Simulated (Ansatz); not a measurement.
Mg: strain and displacement

```xyz
2
Lattice="3.2093 0.0000 0.0000 -1.6046 2.7793 0.0000 0.0000 0.0000 5.2103" Properties=species:S:1:pos:R:3 pbc="T T T"
Mg    0.0000    1.8529    1.3026
Mg    1.6046    0.9264    3.9077
```

Atom numbers follow the list: Mg1, Mg2.

The cell is COD entry 9008506, as deposited and not checked against the literature; nothing was relaxed.

All numbers below come from Ansatz 0.2.0, DFT, LDA, all-electron LAPW, scalar-relativistic.

Settings: a Γ-centred 12×12×7 k mesh, Fermi–Dirac smearing of 0.05 eV, basis error target 1 meV/atom, no spin polarisation.

The unchanged cell is at -2.49 GPa.

In a metal, stresses and small energies carry noise from the k mesh.

x, y and z are the Cartesian axes of the cell as listed; fractional coordinates follow a strain, and an engineering shear is twice the off-diagonal strain component.

(1) One change gave: energy change under 1 meV/atom; stress change (xx, yy, zz, yz, xz, xy) -0.02, -0.01, 0.07, 0.19, 0.18, 0.09 GPa, compression positive. Which change was it?
A. equal xy, yz and zx engineering shear strains of -2 %
B. equal xy, yz and zx engineering shear strains of +2 %
C. equal xy, yz and zx engineering shear strains of +1 %
D. equal xy, yz and zx engineering shear strains of -1 %

## Answers

(1) D. For equal xy, yz and zx engineering shear strains of -2 %: energy change +1 meV/atom; stress change (xx, yy, zz, yz, xz, xy) -0.01, -0.03, 0.19, 0.32, 0.30, 0.21 GPa, compression positive; change of the force on Mg1 (0.016, 0.001, 0.002) eV/Å. For equal xy, yz and zx engineering shear strains of +1 %: energy change under 1 meV/atom; stress change (xx, yy, zz, yz, xz, xy) -0.01, -0.02, 0.07, -0.17, -0.17, -0.07 GPa, compression positive. For equal xy, yz and zx engineering shear strains of +2 %: energy change +1 meV/atom; stress change (xx, yy, zz, yz, xz, xy) -0.04, -0.03, 0.21, -0.31, -0.33, -0.15 GPa, compression positive.
